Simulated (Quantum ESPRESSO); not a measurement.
Si2PO5N, one run as intended and one with a planted mistake

Simulated, not a measurement. The program is pw.x of Quantum ESPRESSO 7.5 (plane-wave density functional theory). The cell is made up: 9 atoms on a quartz lattice, with randomly drawn elements, strain and displacements, not relaxed. PseudoDojo standard norm-conserving files (v0.5 for PBE, v0.4.1 for LDA and PBEsol) set the functional; there is no spin polarisation, spin-orbit coupling or dispersion term, and the masses in the input are unused placeholders.

Intended input:

```
&control calculation='scf', pseudo_dir='./dojo.nc.sr.pbe.v0_5.standard.upf', outdir='./o', disk_io='low', tprnfor=.true., tstress=.true. /
&system ibrav=0, nat=9, ntyp=4, nbnd=30, ecutwfc=84.00895049, nosym=.true., tot_charge=0,
 occupations='smearing', smearing='fd', degauss=0.0018374661
/
&electrons conv_thr=7.350e-09, electron_maxstep=60, /
ATOMIC_SPECIES
N 1.0 N.upf
O 1.0 O.upf
P 1.0 P.upf
Si 1.0 Si.upf
CELL_PARAMETERS angstrom
5.1131 0.0 0.0
-2.5565 4.4281 0.0
0.0 0.0 5.6432
ATOMIC_POSITIONS angstrom
Si 2.4396 -0.0272 3.7645
Si -1.1747 2.0319 1.8329
P 1.3356 2.3477 0.0053
O 1.3536 1.1925 4.4507
O 3.3558 0.6504 2.5251
O 2.852 2.6242 0.5621
O 0.3091 1.8056 1.205
O -1.1192 3.2607 3.1355
N 0.8451 3.7413 5.0238
K_POINTS automatic
5 5 4 1 1 1
```

The log is shortened where brackets say so; the opening notice, blank lines, dates and the lines on written files are dropped, and the path of the files is cut. It prints rydbergs, bohrs and kilobars, and counts compression as positive stress. Where no state is partly filled, the Fermi energy that it prints is only some level between the filled and the empty states on the mesh, and need not lie in the true gap.

Log of the intended run:

```
     Program PWSCF v.7.5
     Parallel version (MPI & OpenMP), running on       4 processor cores
     Number of MPI processes:                 4
     Threads/MPI process:                     1
     [start-up lines left out]
     bravais-lattice index     =            0
     lattice parameter (alat)  =       9.6624  a.u.
     unit-cell volume          =     862.2312 (a.u.)^3
     number of atoms/cell      =            9
     number of atomic types    =            4
     number of electrons       =        48.00
     number of Kohn-Sham states=           30
     kinetic-energy cutoff     =      84.0090  Ry
     charge density cutoff     =     336.0358  Ry
     scf convergence threshold =      7.3E-09
     mixing beta               =       0.7000
     number of iterations used =            8  plain     mixing
     Exchange-correlation= PBE
                           (   1   4   3   4   0   0   0)
     [axes and pseudopotential details left out]
   Cartesian axes
     site n.     atom                  positions (alat units)
         1        Si     tau(   1) = (   0.4771274  -0.0053197   0.7362461  )
         2        Si     tau(   2) = (  -0.2297432   0.3973910   0.3584714  )
         3        P      tau(   3) = (   0.2612114   0.4591539   0.0010366  )
         4        O      tau(   4) = (   0.2647318   0.2332245   0.8704504  )
         5        O      tau(   5) = (   0.6563142   0.1272027   0.4938491  )
         6        O      tau(   6) = (   0.5577829   0.5132307   0.1099333  )
         7        O      tau(   7) = (   0.0604526   0.3531322   0.2356692  )
         8        O      tau(   8) = (  -0.2188887   0.6377149   0.6132288  )
         9        N      tau(   9) = (   0.1652813   0.7317087   0.9825351  )
     number of k points=    50  Fermi-Dirac smearing, width (Ry)=  0.0018
                       cart. coord. in units 2pi/alat
        k(    1) = (   0.1000000   0.1732030   0.1132580), wk =   0.0400000
        k(    2) = (   0.1000000   0.1732030   0.3397740), wk =   0.0400000
     [further k points left out]
     Dense  grid:    89619 G-vectors     FFT dimensions: (  60,  60,  64)
     Estimated max dynamical RAM per process >     181.50 MB
     Estimated total dynamical RAM >     660.36 MB
     Initial potential from superposition of free atoms
     starting charge      47.9986, renormalised to      48.0000
     Starting wfcs are   36 randomized atomic wfcs
     total cpu time spent up to now is        2.2 secs
     per-process dynamical memory:   137.4 Mb
     Self-consistent Calculation
     iteration #  1     ecut=    84.01 Ry     beta= 0.70
     Davidson diagonalization with overlap
     ethr =  1.00E-02,  avg # of iterations =  3.0
     total cpu time spent up to now is        5.5 secs
     total energy              =    -216.38142510 Ry
     estimated scf accuracy    <       2.40463454 Ry
     iteration #  2     ecut=    84.01 Ry     beta= 0.70
     Davidson diagonalization with overlap
     ethr =  5.01E-03,  avg # of iterations =  3.0
     total cpu time spent up to now is        8.7 secs
     total energy              =    -217.04007578 Ry
     estimated scf accuracy    <       2.06191805 Ry
     [iterations 3 to 10 left out]
     iteration # 11     ecut=    84.01 Ry     beta= 0.70
     Davidson diagonalization with overlap
     ethr =  5.12E-10,  avg # of iterations =  3.8
     total cpu time spent up to now is       35.8 secs
     total energy              =    -217.42858995 Ry
     estimated scf accuracy    <       0.00000003 Ry
     iteration # 12     ecut=    84.01 Ry     beta= 0.70
     Davidson diagonalization with overlap
     ethr =  5.72E-11,  avg # of iterations =  2.0
     total cpu time spent up to now is       38.5 secs
     End of self-consistent calculation
     [lines on levels left out]
     the Fermi energy is     4.0569 ev
!    total energy              =    -217.42858995 Ry
     estimated scf accuracy    <          6.9E-09 Ry
     smearing contrib. (-TS)   =      -0.00000000 Ry
     internal energy E=F+TS    =    -217.42858995 Ry
     The total energy is F=E-TS. E is the sum of the following terms:
     one-electron contribution =    -102.10735146 Ry
     hartree contribution      =      74.89556737 Ry
     xc contribution           =     -58.55805910 Ry
     ewald contribution        =    -131.65874676 Ry
     convergence has been achieved in  12 iterations
     Forces acting on atoms (cartesian axes, Ry/au):
     atom    1 type  4   force =     0.01514381   -0.01248501    0.06481572
     atom    2 type  4   force =    -0.07043037    0.06753346    0.07016010
     atom    3 type  3   force =    -0.02631212    0.07893581   -0.10939732
     atom    4 type  2   force =     0.04577151    0.00526707    0.05347936
     atom    5 type  2   force =    -0.00767762    0.03749904    0.00292569
     atom    6 type  2   force =    -0.01944441   -0.06590399    0.05853569
     atom    7 type  2   force =     0.06832282    0.00283382   -0.04528691
     atom    8 type  2   force =    -0.00404135   -0.06529700   -0.10857358
     atom    9 type  1   force =    -0.00133228   -0.04838321    0.01334126
     Total force =     0.279000     Total SCF correction =     0.000097
     Computing stress (Cartesian axis) and pressure
          total   stress  (Ry/bohr**3)                   (kbar)     P=     -169.27
  -0.00095044   0.00005165  -0.00001458         -139.81        7.60       -2.14
   0.00005165  -0.00117919  -0.00011728            7.60     -173.47      -17.25
  -0.00001458  -0.00011728  -0.00132230           -2.14      -17.25     -194.52
     init_run     :      2.12s CPU      2.18s WALL (       1 calls)
     electrons    :     36.21s CPU     36.34s WALL (       1 calls)
     forces       :      0.59s CPU      0.59s WALL (       1 calls)
     stress       :      1.91s CPU      1.91s WALL (       1 calls)
     [timing details left out]
     PWSCF        :     40.88s CPU     41.09s WALL
     JOB DONE.
```

A second run has one planted mistake: the cell and the positions are scaled by a wrong factor. The input lines that differ, file-writing options aside:

```
- 5.1131 0.0 0.0
+ 5.0415 0.0 0.0
- -2.5565 4.4281 0.0
+ -2.5207 4.3661 0.0
- 0.0 0.0 5.6432
+ 0.0 0.0 5.5642
- Si 2.4396 -0.0272 3.7645
+ Si 2.4054 -0.0268 3.7118
- Si -1.1747 2.0319 1.8329
+ Si -1.1583 2.0035 1.8072
- P 1.3356 2.3477 0.0053
+ P 1.3169 2.3148 0.0052
- O 1.3536 1.1925 4.4507
+ O 1.3346 1.1758 4.3884
- O 3.3558 0.6504 2.5251
+ O 3.3088 0.6413 2.4897
- O 2.852 2.6242 0.5621
+ O 2.8121 2.5875 0.5542
- O 0.3091 1.8056 1.205
+ O 0.3048 1.7803 1.1881
- O -1.1192 3.2607 3.1355
+ O -1.1035 3.2151 3.0916
- N 0.8451 3.7413 5.0238
+ N 0.8333 3.6889 4.9535
```

Its log:

```
     Program PWSCF v.7.5
     Parallel version (MPI & OpenMP), running on       4 processor cores
     Number of MPI processes:                 4
     Threads/MPI process:                     1
     [start-up lines left out]
     bravais-lattice index     =            0
     lattice parameter (alat)  =       9.5271  a.u.
     unit-cell volume          =     826.5189 (a.u.)^3
     number of atoms/cell      =            9
     number of atomic types    =            4
     number of electrons       =        48.00
     number of Kohn-Sham states=           30
     kinetic-energy cutoff     =      84.0090  Ry
     charge density cutoff     =     336.0358  Ry
     scf convergence threshold =      7.3E-09
     mixing beta               =       0.7000
     number of iterations used =            8  plain     mixing
     Exchange-correlation= PBE
                           (   1   4   3   4   0   0   0)
     [axes and pseudopotential details left out]
   Cartesian axes
     site n.     atom                  positions (alat units)
         1        Si     tau(   1) = (   0.4771199  -0.0053159   0.7362491  )
         2        Si     tau(   2) = (  -0.2297530   0.3974016   0.3584647  )
         3        P      tau(   3) = (   0.2612119   0.4591491   0.0010314  )
         4        O      tau(   4) = (   0.2647228   0.2332242   0.8704552  )
         5        O      tau(   5) = (   0.6563126   0.1272042   0.4938411  )
         6        O      tau(   6) = (   0.5577903   0.5132401   0.1099276  )
         7        O      tau(   7) = (   0.0604582   0.3531290   0.2356640  )
         8        O      tau(   8) = (  -0.2188833   0.6377269   0.6132302  )
         9        N      tau(   9) = (   0.1652881   0.7317068   0.9825449  )
     number of k points=    50  Fermi-Dirac smearing, width (Ry)=  0.0018
                       cart. coord. in units 2pi/alat
        k(    1) = (   0.1000000   0.1732026   0.1132575), wk =   0.0400000
        k(    2) = (   0.1000000   0.1732026   0.3397726), wk =   0.0400000
     [further k points left out]
     Dense  grid:    85999 G-vectors     FFT dimensions: (  60,  60,  64)
     Estimated max dynamical RAM per process >     174.94 MB
     Estimated total dynamical RAM >     636.77 MB
     Initial potential from superposition of free atoms
     starting charge      47.9986, renormalised to      48.0000
     Starting wfcs are   36 randomized atomic wfcs
     total cpu time spent up to now is        2.2 secs
     per-process dynamical memory:   136.1 Mb
     Self-consistent Calculation
     iteration #  1     ecut=    84.01 Ry     beta= 0.70
     Davidson diagonalization with overlap
     ethr =  1.00E-02,  avg # of iterations =  3.0
     total cpu time spent up to now is        5.4 secs
     total energy              =    -216.43021007 Ry
     estimated scf accuracy    <       2.41094626 Ry
     iteration #  2     ecut=    84.01 Ry     beta= 0.70
     Davidson diagonalization with overlap
     ethr =  5.02E-03,  avg # of iterations =  3.0
     total cpu time spent up to now is        8.4 secs
     total energy              =    -217.11484556 Ry
     estimated scf accuracy    <       1.86466574 Ry
     [iterations 3 to 10 left out]
     iteration # 11     ecut=    84.01 Ry     beta= 0.70
     Davidson diagonalization with overlap
     ethr =  3.11E-10,  avg # of iterations =  3.9
     total cpu time spent up to now is       34.8 secs
     total energy              =    -217.46370802 Ry
     estimated scf accuracy    <       0.00000004 Ry
     iteration # 12     ecut=    84.01 Ry     beta= 0.70
     Davidson diagonalization with overlap
     ethr =  8.12E-11,  avg # of iterations =  2.0
     total cpu time spent up to now is       37.1 secs
     End of self-consistent calculation
     [lines on levels left out]
     the Fermi energy is     4.5800 ev
!    total energy              =    -217.46370802 Ry
     estimated scf accuracy    <          4.8E-09 Ry
     smearing contrib. (-TS)   =       0.00000000 Ry
     internal energy E=F+TS    =    -217.46370802 Ry
     The total energy is F=E-TS. E is the sum of the following terms:
     one-electron contribution =     -99.19164373 Ry
     hartree contribution      =      74.06425937 Ry
     xc contribution           =     -58.80745511 Ry
     ewald contribution        =    -133.52886855 Ry
     convergence has been achieved in  12 iterations
     Forces acting on atoms (cartesian axes, Ry/au):
     atom    1 type  4   force =     0.01514805   -0.00398780    0.07169080
     atom    2 type  4   force =    -0.07999665    0.07897443    0.07268049
     atom    3 type  3   force =    -0.02495882    0.07207318   -0.10718198
     atom    4 type  2   force =     0.03853890    0.00289461    0.04820527
     atom    5 type  2   force =    -0.00579885    0.02629656   -0.00240662
     atom    6 type  2   force =    -0.00719721   -0.06208882    0.05961719
     atom    7 type  2   force =     0.08545106   -0.00644330   -0.04507123
     atom    8 type  2   force =    -0.02016430   -0.07683355   -0.11370004
     atom    9 type  1   force =    -0.00102219   -0.03088531    0.01616613
     Total force =     0.287137     Total SCF correction =     0.000069
     Computing stress (Cartesian axis) and pressure
          total   stress  (Ry/bohr**3)                   (kbar)     P=     -118.38
  -0.00057913   0.00006254  -0.00001530          -85.19        9.20       -2.25
   0.00006254  -0.00082626  -0.00016778            9.20     -121.55      -24.68
  -0.00001530  -0.00016778  -0.00100887           -2.25      -24.68     -148.41
     init_run     :      2.09s CPU      2.15s WALL (       1 calls)
     electrons    :     34.76s CPU     34.91s WALL (       1 calls)
     forces       :      0.58s CPU      0.58s WALL (       1 calls)
     stress       :      1.86s CPU      1.86s WALL (       1 calls)
     [timing details left out]
     PWSCF        :     39.38s CPU     39.62s WALL
     JOB DONE.
```

```
                                            intended run  run with the mistake
                          free energy (eV)     -2958.267             -2958.744
                    smearing term -TS (eV)        0.0000                0.0000
                            pressure (GPa)        -16.93                -11.84
            largest force component (eV/Å)         2.813                 2.923
largest change of a force component (eV/Å)                               0.450
                                iterations            12                    12
```

For scale, a rerun of the intended cell at a cutoff of 1437 eV and k mesh 7 x 7 x 6 moved values by no more than 0.003 eV in energy, 0.03 GPa in stress and 0.002 eV/Å in force.